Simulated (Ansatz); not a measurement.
RbBiF₆:
```yaml
crystal:
  lattice:
    - [3.85382, 2.22500, 2.59837]
    - [-3.85382, 2.22500, 2.59837]
    - [0.00000, -4.45001, 2.59837]
  atoms:
    - { symbol: Rb, position: [0.50000, 0.50000, 0.50000] }
    - { symbol: Bi, position: [0.00000, 0.00000, 0.00000] }
    - { symbol: F, position: [0.20891, 0.92408, 0.32979] }
    - { symbol: F, position: [0.79109, 0.07592, 0.67021] }
    - { symbol: F, position: [0.32979, 0.20891, 0.92408] }
    - { symbol: F, position: [0.67021, 0.79109, 0.07592] }
    - { symbol: F, position: [0.92408, 0.32979, 0.20891] }
    - { symbol: F, position: [0.07592, 0.67021, 0.79109] }
```

Relaxed with r²SCAN. DFT-r²SCAN in the program Ansatz with PAW potentials gives a gap of 3.87 eV.

**Question.** What gap does HSE06 give on the same cell (Ansatz, PAW)?

**Answer.** 5.32 eV, 1.45 eV more. The hybrid was solved on a coarser mesh and at special points; the gap given is the minimum over both.

| k | v1 r²SCAN | c1 r²SCAN | v1 HSE06 | c1 HSE06 |
|---|---|---|---|---|
| Γ | -0.08 | 3.87 | -0.11 | 5.32 |
| T | -0.01 | 4.49 | (withheld) | (withheld) |
| P0 | -0.01 | 4.50 | (withheld) | (withheld) |
| L | 0.00 | 4.36 | (withheld) | (withheld) |
| F | -0.01 | 4.44 | (withheld) | (withheld) |

**Question.** Top valence (v1) and lowest conduction level (c1) in eV from each method's valence maximum (which need not be a listed point): supply the withheld HSE06 values.

**Answer.** 
- F, v1 HSE06: -0.02
- F, c1 HSE06: 5.93
- P0, v1 HSE06: -0.01
- P0, c1 HSE06: 6.01
- L, v1 HSE06: 0.00
- L, c1 HSE06: 5.85
- T, v1 HSE06: 0.00
- T, c1 HSE06: 5.99

Cost on shared cores: the r²SCAN run (SCF on a 6×6×6 mesh, then bands and DOS) roughly 3 core-minutes, the HSE06 run (SCF on 3×3×3, then a few points) roughly 4 core-minutes; the tasks are unlike.

Space group R-3. The workflow started from a Materials Project entry (that database holds measured and hypothetical structures alike); the Crystallography Open Database files this formula in space group No. 148, but the cells were not matched. Its standing as an ambient phase is unchecked. Symmetry was held in the r²SCAN relaxation; whether a distortion lowers the energy is not shown. Spin–orbit coupling is left out wherever it is not named.

Potentials: the later of the program's two PAW sets.
